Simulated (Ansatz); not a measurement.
Relaxed-ion elastic tensor of Sr (fcc (Cu type), Fm-3m) in GPa (Voigt order), plane-wave PAW r²SCAN (Ansatz code); density 2.56 g/cm³, 56.73 Å³ per atom.

```
15.1  10.6  10.6   0.0   0.0   0.0
10.6  15.1  10.6   0.0   0.0   0.0
10.6  10.6  15.1   0.0   0.0   0.0
 0.0   0.0   0.0  11.2   0.0   0.0
 0.0   0.0   0.0   0.0  11.2   0.0
 0.0   0.0   0.0   0.0   0.0  11.2
```

Question: Is the crystal mechanically stable?

Answer: Yes: the smallest eigenvalue of C is 4.5 GPa.

Question: Work out the Voigt, Reuss and Hill averages.

Answer: K_V = 12.1, K_R = 12.1, K_H = 12.1; G_V = 7.6, G_R = 4.3, G_H = 6.0 GPa.

Question: Give Young's modulus, Poisson's ratio, Pugh's ratio and the universal anisotropy index.

Answer: E = 9KG/(3K + G) = 15.4 GPa; ν = 0.29; K/G = 2.03 (ductile by the Pugh limit of 1.75); A_U = 5G_V/G_R + K_V/K_R − 6 = 3.74.

Question: Estimate the sound speeds and the Debye temperature.

Answer: v_l = √((K + 4G/3)/ρ) = 2800 m/s, v_t = √(G/ρ) = 1530 m/s, mean 1700 m/s; Θ = (h/k)(3n/4πV)^(1/3) v_m = 132 K.

Question: Give the Zener ratio and Young's modulus along [100], [110] and [111].

Answer: A = 2C44/(C11 − C12) = 4.91; 1/E = S11 − 2(S11 − S12 − S44/2)Γ with Γ = 0, 1/4, 1/3 gives 6.4, 14.6, 25.6 GPa.

Question: Solve the Christoffel equation for the three sound speeds along [100], [110], [111].

Answer: Eigenvalues of C_ijkl n_j n_l equal ρv². In km/s, slowest first: [100] 2.09, 2.09, 2.43; [110] 0.94, 2.09, 3.06; [111] 1.43, 1.43, 3.24.

The r²SCAN relaxation kept the symmetry of its start. As this level gives no gap, shear constants depend on the k-mesh and smearing (Fermi–Dirac, 0.1 eV here).

Potentials: the earlier of the program's two PAW sets.
